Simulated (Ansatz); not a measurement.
Data:

MgTePb2O6:
```cif
data_MgO6Pb2Te
_chemical_formula_sum 'Mg1 Te1 Pb2 O6'
_space_group_name_H-M_alt 'P 1'
_space_group_IT_number 1
_cell_length_a 5.63781
_cell_length_b 5.63781
_cell_length_c 5.63781
_cell_angle_alpha 60.000
_cell_angle_beta 60.000
_cell_angle_gamma 60.000
loop_
_space_group_symop_operation_xyz
  'x, y, z'
loop_
_atom_site_label
_atom_site_type_symbol
_atom_site_fract_x
_atom_site_fract_y
_atom_site_fract_z
_atom_site_occupancy
Mg1 Mg 0.00000 0.00000 0.00000 1
Te1 Te 0.50000 0.50000 0.50000 1
Pb1 Pb 0.75000 0.75000 0.75000 1
Pb2 Pb 0.25000 0.25000 0.25000 1
O1 O 0.25833 0.74167 0.25833 1
O2 O 0.74167 0.25833 0.74167 1
O3 O 0.25833 0.74167 0.74167 1
O4 O 0.74167 0.25833 0.25833 1
O5 O 0.25833 0.25833 0.74167 1
O6 O 0.74167 0.74167 0.25833 1
```

This is the PBEsol-relaxed structure.

Question: All from PBEsol (plane waves, PAW; program Ansatz), unless another level is named. Predict the Poisson's ratio.

Answer: 0.28.

Question: Next, the elastic constants (relaxed ions, GPa)?

Answer: C11 = 222, C12 = 89.9, C44 = 68.6.

Space group Fm-3m. The first step of the workflow began from a Materials Project structure, measured or hypothetical; the Crystallography Open Database files this formula in space group No. 225, but the cells were not matched. Whether it is the stable phase at ambient conditions was not checked. The cell was relaxed with PBEsol under the symmetry of its start; whether a distortion lowers the energy is not shown. Scalar-relativistic: spin–orbit coupling is off unless named, which matters more the heavier the elements.

Potentials: the later of the program's two PAW sets.
